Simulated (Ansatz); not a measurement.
Relaxed-ion elastic tensor of MoSe2 in space group P6_3/mmc (No. 194; Se on 4f, Mo on 2c) in GPa (Voigt order), the program Ansatz at the PBE+D3(BJ) level (PAW); density 7.12 g/cm³, 19.74 Å³ per atom.

|  | 1 | 2 | 3 | 4 | 5 | 6 |
|---|---|---|---|---|---|---|
| 1 | 185 | 40.9 | 13.0 | 0.0 | 0.0 | 0.0 |
| 2 | 40.9 | 185 | 13.0 | 0.0 | 0.0 | 0.0 |
| 3 | 13.0 | 13.0 | 64.5 | 0.0 | 0.0 | 0.0 |
| 4 | 0.0 | 0.0 | 0.0 | 22.1 | 0.0 | 0.0 |
| 5 | 0.0 | 0.0 | 0.0 | 0.0 | 22.1 | 0.0 |
| 6 | 0.0 | 0.0 | 0.0 | 0.0 | 0.0 | 72.2 |

Question: Is the crystal mechanically stable?

Answer: Yes: the smallest eigenvalue of C is 22.1 GPa.

Question: Work out the Voigt, Reuss and Hill averages.

Answer: K_V = 63.2, K_R = 47.0, K_H = 55.1; G_V = 47.8, G_R = 34.5, G_H = 41.2 GPa.

Question: Give Young's modulus, Poisson's ratio, Pugh's ratio and the universal anisotropy index.

Answer: E = 9KG/(3K + G) = 98.9 GPa; ν = 0.20; K/G = 1.34 (brittle by the Pugh limit of 1.75); A_U = 5G_V/G_R + K_V/K_R − 6 = 2.27.

Question: Estimate the sound speeds and the Debye temperature.

Answer: v_l = √((K + 4G/3)/ρ) = 3930 m/s, v_t = √(G/ρ) = 2410 m/s, mean 2660 m/s; Θ = (h/k)(3n/4πV)^(1/3) v_m = 293 K.

Question: Solve the Christoffel equation for the three sound speeds along x, y, z.

Answer: Eigenvalues of C_ijkl n_j n_l equal ρv². In km/s, slowest first: x 1.76, 3.18, 5.10; y 1.76, 3.18, 5.10; z 1.76, 1.76, 3.01.

Question: How much does each axis shrink under pressure?

Answer: Linear compressibilities β_i = Σ_j S_ij (j = 1 to 3): x 3.6, y 3.6, z 14 per TPa.

Symmetry was held in the PBE+D3(BJ) relaxation; phonons on a q-mesh show no instability. No spin polarisation was allowed.

Potentials: the later of the program's two PAW sets.
